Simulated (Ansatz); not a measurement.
## WSe: which magnetic state is lowest?

Theory: Ansatz, DFT PBE, scalar-relativistic, plane waves, PAW.

```
CELL_PARAMETERS angstrom
0.00000 2.83887 2.83887
2.83887 0.00000 2.83887
2.83887 2.83887 0.00000
ATOMIC_POSITIONS crystal
W 0.00000 0.00000 0.00000
Se 0.25000 0.25000 0.25000
```

* plane-wave cutoff: 420 eV
* Γ-centred k-mesh: 12×12×12
* occupation rule: Gaussian smearing, 0.1 eV
* list of starting moments (μB, in atom order): 1 0
* check for lower electronic states after the SCF: off

All runs keep this geometry, which stands near equilibrium for the lowest state (largest force there 0.000 eV/Å, pressure 0.0 GPa) and needn't be a stable compound; relaxing each order can shift differences of a few meV. A propagation vector, in units of the reciprocal vectors, doubles the cell, which takes an equally dense mesh. The large starts are 2.5 0 μB. The small starts are 0.5 0 μB. Spin–orbit coupling is left out, which for heavy magnetic ions can matter as much as these differences. Site moments are spin moments in atom-centred spheres that scale with the neighbour distance. The states are those that the runs reached from these starts; a lower one can exist.

Task: Starts tried: no spin; ferromagnetic; large parallel starting moments; antiferromagnetic, doubled cell, propagation vector (0, 0, 1/2); antiferromagnetic, doubled cell, propagation vector (0, 1/2, 1/2); small parallel starting moments. Which state comes out lowest, and what are the moments?

Result: The lowest state is ferromagnetic, reached from the start “ferromagnetic” and the start “large parallel starting moments” and the start “small parallel starting moments”, with site moments (μB) W +0.79.

```csv
start,ends,energy above lowest (meV/atom),site moments (μB),gap on mesh (eV),P (GPa)
no spin,non-magnetic,13.4,none over 0.05,metal,-1.8
ferromagnetic,ferromagnetic,0.00,W +0.79,metal,0.0
large parallel starting moments,ferromagnetic,0.00,W +0.79,metal,0.0
"antiferromagnetic, doubled cell, propagation vector (0, 0, 1/2)",antiferromagnetic,11.6,"W +0.56, W -0.56",metal,-0.8
"antiferromagnetic, doubled cell, propagation vector (0, 1/2, 1/2)",antiferromagnetic,4.97,"W +0.57, W -0.57",metal,-0.8
small parallel starting moments,ferromagnetic,0.00,W +0.79,metal,0.0
```